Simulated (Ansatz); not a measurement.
Consider the following.

LuNiC2:
```cif
data_C4Lu2Ni2
_chemical_formula_sum 'Lu2 Ni2 C4'
_space_group_name_H-M_alt 'Amm2'
_space_group_IT_number 38
_space_group_name_Hall 'A 2 -2'
_cell_length_a 3.45954
_cell_length_b 4.45681
_cell_length_c 5.92152
_cell_angle_alpha 90.000
_cell_angle_beta 90.000
_cell_angle_gamma 90.000
loop_
_atom_site_label
_atom_site_type_symbol
_atom_site_symmetry_multiplicity
_atom_site_Wyckoff_symbol
_atom_site_fract_x
_atom_site_fract_y
_atom_site_fract_z
_atom_site_occupancy
Lu1 Lu 2 a 0.00000 0.00000 0.00163 1
Ni1 Ni 2 b 0.50000 0.50000 0.11065 1
C1 C 4 e 0.50000 0.15399 0.30136 1
```
(The calculation used a cell of 4 atoms; values per cell refer to that cell.)

This is the r²SCAN-relaxed structure.

All from r²SCAN (plane waves, PAW; program Ansatz), unless another level is named. Estimate the electronic character.

metallic (no gap).

Predict the formation energy from the elements (no fitted shifts).

-41 kJ/mol-atom.

Next, the density of states at the Fermi level?

0.22 states/eV per atom (mean over ±0.08 eV).

The workflow started from a Materials Project entry (that database holds measured and hypothetical structures alike); the Crystallography Open Database copy checked does not list it. Its standing as an ambient phase is unchecked. The cell was relaxed with r²SCAN under the symmetry of its start; its stability against distortions is not shown here. The run is not spin-polarised. The references are the lowest solids computed at this level, not always the standard phases. Spin–orbit coupling is left out wherever it is not named.

Potentials: the later of the program's two PAW sets.
